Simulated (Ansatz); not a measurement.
An input for the plane-wave PAW code Ansatz:

```yaml
crystal:
  lattice:
    - [3.6135723285, 0.0, 0.0]
    - [0.0, 3.6135723285, 0.0]
    - [0.0, 0.0, 3.6135723285]
  atoms:
    - { symbol: Gd, position: [0.0, 0.0, 0.0], spin: 7.66 }
    - { symbol: Ag, position: [0.5, 0.5, 0.5] }
basis:
  ecutwfc: 420
  ecutrho_ratio: 4
kpoints:
  mp_grid: { grid: [10, 10, 10] }
hamiltonian:
  xc: pbesol
scf:
  occupations: { method: gaussian, width: 0.05 }
output:
  forces: true
  stress: true
  eigenvalues: true
  populations: true
magnetization:
  spin_polarized: true
```

Launched as:
```sh
ansatz run input.yaml --threads 4 --pin off --max-ram 8192MiB --backend cpu --events-out ev --progress --plain --runs-dir out
```

The start was a prototype's sites filled with these elements; the Crystallography Open Database holds the compound in this structure.

Task: Before reading the output: what should come out?

Result: Pressure -0.1 GPa, gap on the mesh zero (metallic), site spin moments Gd 6.99 μB (PBEsol, scalar-relativistic).

The output:

```
Gd: projections on atomic orbitals take those of the free atom [Kr 4d10] 4f7 5s2 5p6 5d1 6s2, of charge +0.00 (hamiltonian.pseudopotentials.projection_atoms); the dataset's partial waves leave at most 2.5e-4 of an orbital's norm unspanned inside its sphere
Pseudopotentials: kind: paw
Pseudopotential: Gd, paw, valence charge 18, recommended cutoff 420 eV (normal), Gd.paw.azcp
Pseudopotential: Ag, paw, valence charge 19, recommended cutoff 420 eV (normal), Ag.paw.azcp
Crystal: 2 atoms, lattice volume = 47.186 Å³
Basis set: ecut = 420 eV, 925 PW (Γ), exchange–correlation on 50×50×50 points (8 copies of the dense FFT grid, shifted against one another)
Bands: 27, of which v1, the nominal top of the filled ones, is band 19 counted from 1 (18 counted from 0)
Symmetry: 48 space group operations
Space group: Pm-3m (ITA 221), of the structure as read, at distance tolerance 3.6e-5 Å
Magnetic group: BNS 221.92 (UNI 1594), of the structure as read, at distance tolerance 3.6e-5 Å
k-points: 56 of 1000
Initial density: superposition of atomic densities (chi_scale 0.1, normalization cell)
Starting moments: Σ|m| = 7.66 μB on 1 of 2 sites
Initial wavefunctions: pseudopotential atomic-orbital guess
Functional: x = pbesol(κ = 0.804, μ = 0.12346), c = pbesol(β = 0.046)
```

SCF trace (energy estimate counted from the last row):
| iteration | ΔE (eV) | density residual (eV) | M (μB) |
| --- | --- | --- | --- |
| 1 | -0.719 | 4.41e0 | 7.136 |
| 2 | -0.041 | 8.20e-1 | 7.103 |
| 3 | 0.044 | 1.26e-1 | 7.087 |
| 4 | -0.011 | 5.99e-2 | 7.104 |
| 5 | -2.8e-03 | 1.29e-2 | 7.114 |
| 6 | 6.7e-05 | 1.26e-3 | 7.146 |
| 7 | 1.1e-05 | 1.79e-4 | 7.152 |
| 8 | -1.9e-05 | 1.93e-6 | 7.155 |
| 9 | 0.000 | 2.95e-7 | 7.157 |
| 10 | 0.000 | 5.40e-8 | 7.158 |

```
SCF 1 converged in 10 iterations: F = -16750.819965 eV  dr2 = 5.40e-8
SCF converged after 10 iterations
Magnetization: 7.1575 μB (22.0788 up, 14.9212 down)
Absolute magnetization: 7.1635 μB (∫|ρ↑−ρ↓|, with the PAW one-centre terms)
Per-site moments (μB) at R_I (Å): [(6.98631, 1.29090), (0.01673, 1.29090)]
Free energy (F): -16750.819965 eV
E sigma→0 (E₀):  -16750.818396 eV
Entropy (-TS):   -0.003138 eV (-1.569 meV/atom)
Fermi energy:    15.047149 eV
--- Forces (eV/Å), atoms counted from 1 ---
  atom   1  Gd     0.00000000     0.00000000     0.00000000
  atom   2  Ag     0.00000000     0.00000000     0.00000000
--- Stress (GPa, compression-positive) ---
       -0.059546       0.000000       0.000000
        0.000000      -0.059546       0.000000
        0.000000       0.000000      -0.059546
  P = ⅓ Tr σ = -0.0595 GPa (-0.595 kbar)
--- Löwdin populations: 2 sites ---
  site symbol       q [e]    m [muB]
     0     Gd     18.1958     7.1629
     1     Ag     18.6351    -0.0064
```

It ran for 3.9 s on 4 threads of Arm Neoverse V1, with other jobs on the host, peak memory 0.46 GiB.

Without a U the 4f levels of Gd lie too near the Fermi level, so their share of the states there, and what hangs on it, is overstated. For elements this heavy, spin–orbit coupling would shift levels and gaps; it isn't included here. Site moments are of spin, integrated over atomic spheres. Only parallel moments were tried, so the real magnetic order may be another.
